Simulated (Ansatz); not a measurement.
Ta (bcc (W type), Im-3m) at seven volumes, the program Ansatz at the LDA level (PAW), scaled uniformly. One row is withheld.

```csv
V (Å³/atom),P (GPa)
15.659,24.77
16.175,15.39
16.691,7.18
17.207,-0.01
17.723,?
18.240,-11.43
18.756,-15.98
```

### Question
Fit the shown pressures and predict the withheld one.

### Answer
Third-order Birch–Murnaghan: P = (3/2)B₀(x^(7/2) − x^(5/2))[1 + (3/4)(B′ − 4)(x − 1)] with x = (V₀/V)^(2/3). Least squares on the six rows gives V₀ = 17.212 Å³/atom, B₀ = 219.4 GPa, B′ = 3.80. At V = 17.723, x = 0.9807 and P = -6.07 GPa. The run itself gave -6.17 GPa.

Symmetry was held in the LDA relaxation. No spin polarisation was allowed. Scalar-relativistic: spin–orbit coupling is off unless named, which matters more the heavier the elements.

Potentials: the earlier of the program's two PAW sets. The files were generated under PBE; for other functionals the program regenerates the frozen cores, and for LDA and PBEsol the local potential too.
